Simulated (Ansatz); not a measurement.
## FeCu (Cmmm): spiral energies by the generalised Bloch theorem

The geometry is a structure from the Materials Project, held fixed and not relaxed.

Functional, mesh and filling: PBEsol, 12×12×6 k mesh, Fermi–Dirac smearing of 0.03 eV. PAW means Ansatz 0.2.0 on its default frozen-core files. Site moments are integrated in spheres about the atoms.

The first input and its command:

```yaml
crystal:
  lattice:
    - [1.438272, -1.987934, 0.0]
    - [1.438272, 1.987934, 0.0]
    - [0.0, 0.0, 4.138135]
  atoms:
    - { symbol: Fe, position: [0.0, 0.0, 0.0], spin: 2.6, spin_axis: [1.0, 0.0, 0.0] }
    - { symbol: Cu, position: [0.5, 0.5, 0.5] }
magnetization:
  noncollinear: true
  spin_spiral: { q: [0.0, 0.0, 0.0] }
kpoints:
  mp_grid: { grid: [12, 12, 6] }
scf:
  occupations: { method: fermi_dirac, width: 0.03 }
  lower_state_search: "off"
hamiltonian:
  xc: pbesol
  pseudopotentials: { kind: paw }
output:
  eigenvalues: false
```

Command: `ansatz run input.yaml --threads 2 --pin off --max-ram 5120MiB --backend cpu --events-out ev --progress --plain --runs-dir out`

The input for «spiral at 0.5 of the way from Γ to S» by PAW differs from it in these lines, output keys apart:

```diff
-  spin_spiral: { q: [0.0, 0.0, 0.0] }
+  spin_spiral: { q: [0.0, 0.25, 0.0] }
-  mp_grid: { grid: [12, 12, 6] }
+  mp_grid: { grid: [12, 12, 6], shift: [0.0, 0.5, 0.0] }
```

Flat spirals without spin–orbit coupling: moments start in the xy plane and turn about z by q·R from cell to cell, and their directions inside a cell are free. q runs from Γ to S = (0.000, 0.500, 0.000) in reciprocal cell vectors. Energies count from each method's run at q = 0. Each q is a vector of the k mesh, and the mesh is shifted by q/2 where needed, so that both spin components are sampled on the same points as at q = 0. In Ansatz a GGA is taken by the program's default for non-collinear spins.

```json
{"fraction of Γ–S": "0.000", "q (1/Å)": "0.000", "ΔF PAW (meV/cell)": "0.0", "largest moment, PAW (μB)": "2.58"}
{"fraction of Γ–S": "0.167", "q (1/Å)": "0.225", "ΔF PAW (meV/cell)": "+4.0", "largest moment, PAW (μB)": "2.52"}
{"fraction of Γ–S": "0.333", "q (1/Å)": "0.449", "ΔF PAW (meV/cell)": "+15.3", "largest moment, PAW (μB)": "2.50"}
{"fraction of Γ–S": "0.500", "q (1/Å)": "0.674", "ΔF PAW (meV/cell)": "+44.3", "largest moment, PAW (μB)": "2.43"}
{"fraction of Γ–S": "0.667", "q (1/Å)": "0.899", "ΔF PAW (meV/cell)": "+94.5", "largest moment, PAW (μB)": "2.39"}
{"fraction of Γ–S": "0.833", "q (1/Å)": "1.123", "ΔF PAW (meV/cell)": "+136.9", "largest moment, PAW (μB)": "2.35"}
{"fraction of Γ–S": "1.000", "q (1/Å)": "1.348", "ΔF PAW (meV/cell)": "+152.1", "largest moment, PAW (μB)": "2.33"}
```

q = 0 is the lowest point of the line, so the state at q = 0 is stable against these spirals.

The line ends at half a reciprocal vector. Fit ΔF(f) = A₁(1 − cos πf) + A₂(1 − cos 2πf) to the PAW points, leaving out f = 0.500. What does it give?

A₁ = +76.7 and A₂ = -14.3 meV/cell, with a worst miss of 1.5 meV. At f = 0.500 the fit gives +48.0 meV against the computed +44.3. In a Heisenberg model A₁ and A₂ sum the couplings to the first and second lattice planes normal to q.

A further pair of PAW runs: cone of 30 degrees at 0.667 of the way from Γ to S (directions held, energy taken at the target), against the same at q = 0. What is the energy difference?

+19.5 meV/cell, with a largest moment of 2.49 μB.

The PAW files were made with PBE; the program remakes their cores once for the run's functional and then keeps them frozen. The Ansatz runs typed with the search for lower states off end where their start leads. These are results for the start and cell typed. The real compound can order otherwise, in a larger cell, or not at all, since semilocal functionals without spin fluctuations often overstate magnetism; near a collapse of the moment, mesh and smearing move it by tens of per cent.
